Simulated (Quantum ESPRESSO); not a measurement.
# InGaC2AlAs3: input and log of a self-consistent run

A calculation, not a measurement. The program is pw.x of Quantum ESPRESSO 7.5 (plane-wave density functional theory). The cell is made up: 8 atoms on a zincblende/diamond lattice, with randomly drawn elements, strain and displacements, not relaxed. PseudoDojo standard norm-conserving files (v0.5 for PBE, v0.4.1 for LDA and PBEsol) set the functional; there is no spin polarisation, spin-orbit coupling or dispersion term, and the masses in the input are unused placeholders.

Input:

```
&control calculation='scf', pseudo_dir='./dojo.nc.sr.pbe.v0_5.standard.upf', outdir='./o', disk_io='low', tprnfor=.true., tstress=.true. /
&system ibrav=0, nat=8, ntyp=5, nbnd=51, ecutwfc=84.00895049, nosym=.true., tot_charge=0,
 occupations='smearing', smearing='fd', degauss=0.0073498644
/
&electrons conv_thr=7.350e-09, electron_maxstep=60, /
ATOMIC_SPECIES
Al 1.0 Al.upf
As 1.0 As.upf
C 1.0 C.upf
Ga 1.0 Ga.upf
In 1.0 In.upf
CELL_PARAMETERS angstrom
5.9151 0.0 0.0
0.0 5.9151 0.0
0.0 0.0 5.9151
ATOMIC_POSITIONS angstrom
In -0.0108 0.04 0.0035
Ga -0.0442 2.9347 2.9903
C 2.9435 0.0048 2.9619
Al 2.948 2.9978 0.0017
As 1.491 1.4469 1.5145
C 1.4064 4.4046 4.4305
As 4.4505 1.4897 4.5277
As 4.4044 4.3856 1.4573
K_POINTS automatic
6 6 6 1 1 1
```

The log is shortened where brackets say so; the opening notice, blank lines, dates and the lines on written files are dropped, and the path of the files is cut. It prints rydbergs, bohrs and kilobars, and counts compression as positive stress.

```
     Program PWSCF v.7.5
     Parallel version (MPI & OpenMP), running on       4 processor cores
     Number of MPI processes:                 4
     Threads/MPI process:                     1
     [start-up lines left out]
     bravais-lattice index     =            0
     lattice parameter (alat)  =      11.1779  a.u.
     unit-cell volume          =    1396.6348 (a.u.)^3
     number of atoms/cell      =            8
     number of atomic types    =            5
     number of electrons       =        82.00
     number of Kohn-Sham states=           51
     kinetic-energy cutoff     =      84.0090  Ry
     charge density cutoff     =     336.0358  Ry
     scf convergence threshold =      7.3E-09
     mixing beta               =       0.7000
     number of iterations used =            8  plain     mixing
     Exchange-correlation= PBE
                           (   1   4   3   4   0   0   0)
     [axes and pseudopotential details left out]
   Cartesian axes
     site n.     atom                  positions (alat units)
         1        In     tau(   1) = (  -0.0018258   0.0067624   0.0005917  )
         2        Ga     tau(   2) = (  -0.0074724   0.4961370   0.5055367  )
         3        C      tau(   3) = (   0.4976247   0.0008115   0.5007354  )
         4        Al     tau(   4) = (   0.4983855   0.5068046   0.0002874  )
         5        As     tau(   5) = (   0.2520667   0.2446112   0.2560396  )
         6        C      tau(   6) = (   0.2377644   0.7446366   0.7490152  )
         7        As     tau(   7) = (   0.7523964   0.2518470   0.7654478  )
         8        As     tau(   8) = (   0.7446028   0.7414245   0.2463695  )
     number of k points=   108  Fermi-Dirac smearing, width (Ry)=  0.0073
     Number of k-points >= 100: set verbosity='high' to print them.
     Dense  grid:   145165 G-vectors     FFT dimensions: (  72,  72,  72)
     Estimated max dynamical RAM per process >     598.23 MB
     Estimated total dynamical RAM >       2.23 GB
     Initial potential from superposition of free atoms
     starting charge      81.9902, renormalised to      82.0000
     Starting wfcs are   57 randomized atomic wfcs
     total cpu time spent up to now is        8.1 secs
     per-process dynamical memory:   505.4 Mb
     Self-consistent Calculation
     iteration #  1     ecut=    84.01 Ry     beta= 0.70
     Davidson diagonalization with overlap
     ethr =  1.00E-02,  avg # of iterations =  3.3
     Threshold (ethr) on eigenvalues was too large:
     Diagonalizing with lowered threshold
     Davidson diagonalization with overlap
     ethr =  6.86E-04,  avg # of iterations =  2.0
     total cpu time spent up to now is       40.9 secs
     total energy              =    -950.00275285 Ry
     estimated scf accuracy    <       0.55585837 Ry
     iteration #  2     ecut=    84.01 Ry     beta= 0.70
     Davidson diagonalization with overlap
     ethr =  6.78E-04,  avg # of iterations =  7.8
     total cpu time spent up to now is       60.5 secs
     total energy              =    -949.86454180 Ry
     estimated scf accuracy    <       3.90617809 Ry
     iteration #  3     ecut=    84.01 Ry     beta= 0.70
     Davidson diagonalization with overlap
     ethr =  6.78E-04,  avg # of iterations =  6.0
     total cpu time spent up to now is       80.8 secs
     total energy              =    -950.26500249 Ry
     estimated scf accuracy    <       0.26657524 Ry
     iteration #  4     ecut=    84.01 Ry     beta= 0.70
     Davidson diagonalization with overlap
     ethr =  3.25E-04,  avg # of iterations =  2.0
     total cpu time spent up to now is       96.1 secs
     total energy              =    -950.30067523 Ry
     estimated scf accuracy    <       0.10484360 Ry
     iteration #  5     ecut=    84.01 Ry     beta= 0.70
     Davidson diagonalization with overlap
     ethr =  1.28E-04,  avg # of iterations =  1.7
     total cpu time spent up to now is      111.0 secs
     total energy              =    -950.31609751 Ry
     estimated scf accuracy    <       0.00524771 Ry
     [iterations 6 to 7 left out]
     iteration #  8     ecut=    84.01 Ry     beta= 0.70
     Davidson diagonalization with overlap
     ethr =  1.70E-07,  avg # of iterations =  3.7
     total cpu time spent up to now is      163.9 secs
     total energy              =    -950.31702092 Ry
     estimated scf accuracy    <       0.00001143 Ry
     iteration #  9     ecut=    84.01 Ry     beta= 0.70
     Davidson diagonalization with overlap
     ethr =  1.39E-08,  avg # of iterations =  4.1
     total cpu time spent up to now is      181.6 secs
     total energy              =    -950.31702434 Ry
     estimated scf accuracy    <       0.00000149 Ry
     iteration # 10     ecut=    84.01 Ry     beta= 0.70
     Davidson diagonalization with overlap
     ethr =  1.81E-09,  avg # of iterations =  2.1
     total cpu time spent up to now is      197.6 secs
     total energy              =    -950.31702458 Ry
     estimated scf accuracy    <       0.00000039 Ry
     iteration # 11     ecut=    84.01 Ry     beta= 0.70
     Davidson diagonalization with overlap
     ethr =  4.71E-10,  avg # of iterations =  2.4
     total cpu time spent up to now is      213.2 secs
     total energy              =    -950.31702466 Ry
     estimated scf accuracy    <       0.00000002 Ry
     iteration # 12     ecut=    84.01 Ry     beta= 0.70
     Davidson diagonalization with overlap
     ethr =  2.25E-11,  avg # of iterations =  4.1
     total cpu time spent up to now is      232.4 secs
     End of self-consistent calculation
     [lines on levels left out]
!    total energy              =    -950.31702466 Ry
     estimated scf accuracy    <          7.2E-09 Ry
     smearing contrib. (-TS)   =      -0.00801368 Ry
     internal energy E=F+TS    =    -950.30901098 Ry
     The total energy is F=E-TS. E is the sum of the following terms:
     one-electron contribution =    -605.45325480 Ry
     hartree contribution      =     340.83805499 Ry
     xc contribution           =    -233.81575130 Ry
     ewald contribution        =    -451.87805986 Ry
     convergence has been achieved in  12 iterations
     Forces acting on atoms (cartesian axes, Ry/au):
     atom    1 type  5   force =     0.05512593   -0.07683354   -0.02887692
     atom    2 type  4   force =     0.03923020    0.03596105    0.03053493
     atom    3 type  3   force =    -0.01507176   -0.00841187    0.00135704
     atom    4 type  1   force =    -0.05323621    0.02411930   -0.03801548
     atom    5 type  2   force =     0.06154170    0.00826199    0.04929216
     atom    6 type  3   force =     0.00707660   -0.02253944    0.01174197
     atom    7 type  2   force =    -0.06439355    0.02007261   -0.07450511
     atom    8 type  2   force =    -0.03027291    0.01936991    0.04847141
     Total force =     0.198556     Total SCF correction =     0.000225
     Computing stress (Cartesian axis) and pressure
          total   stress  (Ry/bohr**3)                   (kbar)     P=      -79.56
  -0.00053559   0.00009015   0.00000758          -78.79       13.26        1.12
   0.00009015  -0.00053084  -0.00008712           13.26      -78.09      -12.82
   0.00000758  -0.00008712  -0.00055616            1.12      -12.82      -81.81
     init_run     :      7.58s CPU      7.90s WALL (       1 calls)
     electrons    :    223.26s CPU    224.35s WALL (       1 calls)
     forces       :      2.52s CPU      2.53s WALL (       1 calls)
     stress       :      9.08s CPU      9.08s WALL (       1 calls)
     [timing details left out]
     PWSCF        :   4m 2.69s CPU   4m 4.16s WALL
     JOB DONE.
```

In other units: free energy -12929.722 eV for the cell, pressure -7.96 GPa, largest force component 1.975 eV/Å. A rerun of this cell at 1437 eV and a 8 x 8 x 8 mesh moved values by no more than 0.005 eV in energy, 0.02 GPa in stress and 0.002 eV/Å in force.